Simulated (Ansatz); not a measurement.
Task: Name crystals whose computed values (PBEsol in the plane-wave PAW code Ansatz) fall in these windows: highest Γ mode, no LO–TO term (cm⁻¹) 180 to 240; Θ_D (K) 240 to 320; G_Hill (GPa) 40 to 54.

Result: 

```csv
crystal,"highest Γ mode, no LO–TO term (cm⁻¹)",Θ_D (K),G_Hill (GPa)
"InPd3, Cu3Au type",205,277,49.2
"ZrRh, Pnma (Zr on 4c, Rh on 4c)",224,304,50.7
"CuPd, CsCl type",224,312,51.8
"Nb3Sn, A15 (Cr3Si type)",209,287,45.6
"Cu3Sn, Pmmn (Cu on 2b, Cu on 4e, Sn on 2a)",225,312,46.5
```
Others may fit too.

Standing as an ambient phase not checked: InPd3, Cu3Au type; ZrRh, Pnma (Zr on 4c, Rh on 4c); CuPd, CsCl type; Cu3Sn, Pmmn (Cu on 2b, Cu on 4e, Sn on 2a). Perhaps ordered models of mixed-site phases: InPd3, Cu3Au type. All cells were relaxed under the symmetry of their starts (and spin orders); stability against distortions was not tested throughout. Rows with no word on spin ran without spin polarisation. Scalar-relativistic: spin–orbit coupling is off unless named, which matters more the heavier the elements.

Potentials: the later of the program's two PAW sets.
